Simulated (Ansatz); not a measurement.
Consider the following.

Sb:
```
Sb
1.0
   -4.00403     4.00403     4.00403
    4.00403    -4.00403     4.00403
    4.00403     4.00403    -4.00403
Sb
4
Direct
  0.00000   0.25000   0.50000
  0.25000   0.50000   0.00000
  0.50000   0.00000   0.25000
  0.25000   0.25000   0.25000
```

This is the r²SCAN-relaxed structure.

Task: All from plane-wave PAW r²SCAN (Ansatz code), unless another level is named. Give the electronic character.

Result: metallic (no gap).

Task: Give the density of states at the Fermi level.

Result: 0.59 states/eV per atom (mean over ±0.08 eV).

Task: Next, the gap with spin–orbit coupling?

Result: none (metallic).

Space group I4_132. The start of the workflow was typed in or built on a structure type; neither database checked (COD, Materials Project) lists it. It is not the phase usual at ambient conditions (space group No. 166). The cell was relaxed with r²SCAN under the symmetry of its start; whether a distortion lowers the energy is not shown. The volume moved by 66 % from the start of the relaxation. Spin–orbit coupling is left out wherever it is not named.

Potentials: the later of the program's two PAW sets.
